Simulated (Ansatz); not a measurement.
Phonons of BAs (zinc blende) at Γ, L = (0.5, 0.0, 0.0), X = (0.5, 0.5, 0.0).

BAs (zinc blende)

```
BAs
1.0
    0.00000     2.40467     2.40467
    2.40467     0.00000     2.40467
    2.40467     2.40467     0.00000
As B
1 1
Direct
  0.75000   0.75000   0.75000
  0.00000   0.00000   0.00000
```

All values below come from PBE (plane waves to 420 eV, PAW, scalar-relativistic; Ansatz, a first-principles code). DFPT wavenumbers on a 12×12×12 k mesh, in cm⁻¹; i marks imaginary ones, q is in fractions of the reciprocal vectors of the cell shown, and the three acoustic modes at Γ are left out. The non-analytic (LO-TO) term is not included, so polar modes at Γ have their transverse values. BAs was relaxed with its symmetry unable to fall.

```tsv
q	wavenumbers (cm⁻¹)
Γ	677 (×3)
L = (0.5, 0.0, 0.0)	139 (×2), 303, 650 (×2), 684
X = (0.5, 0.5, 0.0)	191 (×2), 312, 610 (×2), 713
```

The structure shows no imaginary mode at these points (lowest 139 cm⁻¹ at L = (0.5, 0.0, 0.0)); other wave vectors were not tested.

Highest mode: 713 cm⁻¹ at X = (0.5, 0.5, 0.0).
